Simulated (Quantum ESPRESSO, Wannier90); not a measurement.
**CsBr (CsCl type): Wannier90 run**

```xyz
2
Lattice="4.3256 0.0000 0.0000 0.0000 4.3256 0.0000 0.0000 0.0000 4.3256" Properties=species:S:1:pos:R:3 pbc="T T T"
Cs     0.0000     0.0000     0.0000
Br     2.1628     2.1628     2.1628
```

Cell from Materials Project (mp-22906), symmetrised, no further relaxation. COD (Crystallography Open Database) has an entry of this formula and space group (matched by these alone). Level: PBEsol, no spin polarisation, no spin-orbit coupling; pw.x of Quantum ESPRESSO at 40 Ry with PseudoDojo potentials, 8×8×8 k-points, Wannier90. Density: 8×8×8 mesh, cold smearing 0.01 Ry. Spin-orbit coupling is left out although heavy elements are present.

Bands 6-8 form an isolated set from -1.30 to 0.00 eV relative to the valence-band maximum (on the path) and are turned into 3 Wannier functions by minimising the spread from the start: atomic waves Br 4p.

Q: Where do the functions sit, how wide are they and what are they made of?

A: 
```tsv
functions	spread (Å²)	nearest atom, distance (Å)	second atom, distance (Å)	weight on atomic waves
3	2.22	Br 0.00	Cs 3.75	Br 4p 94 %
```

Ω_I = 6.64 Å², Ω_total = 6.65 Å²; the interpolated bands follow pw.x to 0.1 meV rms on the path. Only this start was tried; a symmetric start can stop on a saddle, and mixtures of these functions could lower the total by at most Ω_total − Ω_I.
